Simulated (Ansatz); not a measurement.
## Does relaxation matter for the field gradients of SiC with Sb replacing Si?

Start: a supercell of SiC (zinc blende type, F-43m) built from a structure deposited in the COD, with all atoms left at the host's positions.

Space group F-43m (No. 216); a = 13.0740 Å.

```csv
site,Wyckoff,site symmetry,x,y,z
Sb,4a,-43m,0.0000,0.0000,0.0000
Si2,48h,..m,0.1667,0.0000,0.1667
Si5,16e,.3m,0.3333,0.8333,0.1667
Si9,16e,.3m,0.6667,0.6667,0.3333
Si15,24f,2.mm,0.5000,0.6667,0.5000
C28,16e,.3m,0.0833,0.9167,0.0833
C29,24g,2.mm,0.2500,0.9167,0.2500
C33,48h,..m,0.5833,0.7500,0.4167
C41,16e,.3m,0.4167,0.5833,0.4167
C54,4c,-43m,0.7500,0.2500,0.7500
```

One atom of each set is listed; the run and its k-mesh use a cell of 54 atoms with edges of 9.24, 9.24, 9.24 Å.

All values are calculated (Ansatz; DFT, PBE, plane waves and PAW, scalar-relativistic, 420 eV cutoff, Γ-centred 3×3×3 k-points, Fermi–Dirac smearing 0.01 eV, cell charge +1), not measured.

The largest force at the start is 5.3 eV/Å. Relaxing the ions at fixed cell moves them by 0.165 Å at most (atom 28, C) and 0.050 Å rms.

```json
{"site": "Sb", "moved (Å)": "0.000", "first shell before": "4 C at 1.89 Å", "first shell after": "4 C at 2.05 Å", "V_zz before (10²¹ V/m²)": "0.00", "η before": "–"}
{"site": "Si2", "moved (Å)": "0.045", "first shell before": "4 C at 1.89 Å", "first shell after": "4 C at 1.86–1.88 Å", "V_zz before (10²¹ V/m²)": "0.84", "η before": "0.08"}
{"site": "Si5", "moved (Å)": "0.004", "first shell before": "4 C at 1.89 Å", "first shell after": "4 C at 1.88 Å", "V_zz before (10²¹ V/m²)": "-0.13", "η before": "0.00"}
{"site": "Si9", "moved (Å)": "0.002", "first shell before": "4 C at 1.89 Å", "first shell after": "4 C at 1.88–1.89 Å", "V_zz before (10²¹ V/m²)": "-0.18", "η before": "0.00"}
{"site": "Si15", "moved (Å)": "0.004", "first shell before": "4 C at 1.89 Å", "first shell after": "4 C at 1.88–1.89 Å", "V_zz before (10²¹ V/m²)": "0.17", "η before": "0.85"}
{"site": "C28", "moved (Å)": "0.165", "first shell before": "1 Sb at 1.89 Å, 3 Si at 1.89 Å", "first shell after": "3 Si at 1.88 Å, 1 Sb at 2.05 Å", "V_zz before (10²¹ V/m²)": "0.91", "η before": "0.00"}
{"site": "C29", "moved (Å)": "0.007", "first shell before": "4 Si at 1.89 Å", "first shell after": "4 Si at 1.86–1.88 Å", "V_zz before (10²¹ V/m²)": "0.21", "η before": "0.37"}
{"site": "C33", "moved (Å)": "0.002", "first shell before": "4 Si at 1.89 Å", "first shell after": "4 Si at 1.88–1.89 Å", "V_zz before (10²¹ V/m²)": "0.16", "η before": "0.92"}
{"site": "C41", "moved (Å)": "0.000", "first shell before": "4 Si at 1.89 Å", "first shell after": "4 Si at 1.88 Å", "V_zz before (10²¹ V/m²)": "-0.029", "η before": "0.00"}
```

(1) What are V_zz and η after the relaxation?

Answers

(1) 

```tsv
site	V_zz after	η after	change of V_zz
Sb	0.00	–	0.00
Si2	-0.99	0.82	–
Si5	-0.21	0.00	-0.08
Si9	-0.20	0.00	-0.02
Si15	-0.18	0.98	–
C28	2.01	0.00	+1.10
C29	-0.37	0.29	-0.58
C33	-0.097	0.23	–
C41	<0.005	–	+0.03
```

The largest change of V_zz along a kept axis is on C28, from 0.91 to 2.01. In per cent, |V_zz| changes by +122 on C (all sites that start above 0.5, bar those whose gradient vanishes or changes sign or whose main axis turns by over 40°). On C29 V_xx and V_yy change places (or their axes turn by over 50°), so the two values of η hide a larger change. V_zz changes sign on C29 (same axis). On Si2, Si15, C33 the largest principal value lies along another axis in the second run, so the two V_zz can't be compared directly. Other sites without a gradient aren't listed.

The defect repeats with the cell of 54 atoms, so it feels its images: sites between two images don't show the values beside a lone defect, and zeros or small values of η there can come from the images' arrangement. A uniform background compensates the cell's charge. Without spin–orbit coupling (the program notes it for Sb) the gradients are little affected as a rule: paired runs on crystals with a gap mostly move them by under 2 % at such atoms.
Before: The cell keeps the host's lattice, where the PBE pressure is 10 GPa (in a charged cell this depends on the convention for the mean potential). The neighbours have not yet relaxed around the defect (largest force 5.3 eV/Å), so the values at and beside it are those of a strained start, not of the defect in a real crystal.
After: The relaxation keeps the site symmetry -43m of the start, so the impurity can't leave its site; a start off the site could end lower. The cell keeps the host's lattice, where the PBE pressure is 8 GPa (in a charged cell this depends on the convention for the mean potential).
